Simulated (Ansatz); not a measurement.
BAs (wurtzite, P6_3mc), LDA in the plane-wave PAW code Ansatz, all energies at zero smearing, with the estimated change up to a 700 eV cutoff added, with one set of potentials and settings (totals compare only within such a set). Cell of 4 atoms (2 B, 2 As): -9847.033 eV.

| element | reference phase | E (eV/atom) |
|---|---|---|
| B | R-3m, 12 atoms in the cell | -149.7758 |
| As | R-3m, 2 atoms in the cell | -4773.6736 |

Formation energy per atom, worked out: (-9847.033 − 2×(-149.7758) − 2×(-4773.6736))/4 = -0.034 eV/atom (-3 kJ per mol of atoms), at 0 K, without zero-point energy or fitted corrections.

The first step of the workflow began from a Materials Project structure, measured or hypothetical; the Crystallography Open Database copy checked does not list it. It is not the phase usual at ambient conditions (space group No. 216). The LDA relaxation kept the symmetry of its start; phonons on a q-mesh show no instability. The references are the lowest solids computed at this level, not always the standard phases.

Potentials: the later of the program's two PAW sets.
